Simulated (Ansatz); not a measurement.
An Ansatz (a first-principles code) input:

Ansatz 0.2 input:
```yaml
crystal:
  lattice:
    - [0.0, 4.8249468332, 4.8249468332]
    - [4.8249468332, 0.0, 4.8249468332]
    - [4.8249468332, 4.8249468332, 0.0]
  atoms:
    - { symbol: Sr, position: [0.0, 0.0, 0.0] }
    - { symbol: Sr, position: [0.25, 0.25, 0.25] }
kpoints:
  mp_grid: { grid: [6, 6, 6] }
  band_path:
    path:
      - [[0.0, 0.0, 0.0], [0.5, 0.0, 0.5], [0.625, 0.25, 0.625]]  # Γ-X-U
      - [[0.375, 0.375, 0.75], [0.0, 0.0, 0.0], [0.5, 0.5, 0.5], [0.5, 0.25, 0.75], [0.5, 0.0, 0.5]]  # K-Γ-L-W-X
    npoints: 12
basis: { xc_grid: 2 }
hamiltonian:
  xc: pbe
  pseudopotentials: { kind: paw }
magnetization: { noncollinear: true, spin_orbit: true }
scf:
  n_extra_bands: 12
  convergence: { dr2_threshold: 0.0000000001 }
  occupations: { method: gaussian, width: 0.05 }
output: { eigenvalues: true }
```

### Question
How many symmetry operations and irreducible k-points will the run report?

### Answer
48 operations, 16 of 216 k-points.

### Question
With a cutoff of 420 eV, how many plane waves at Γ?

### Answer
4477.

It took about 50 core-seconds (a rough figure) on shared server cores.

Space group Fd-3m (diamond). The start of the workflow was typed in or built on a structure type; neither database checked (COD, Materials Project) lists it. It is not the phase usual at ambient conditions (space group No. 225). The cell was relaxed with PBE under the symmetry of its start; its stability against distortions is not shown here. The volume moved by 26 % from the start of the relaxation.

Potentials: the later of the program's two PAW sets.

Ansatz is a plane-wave DFT program.
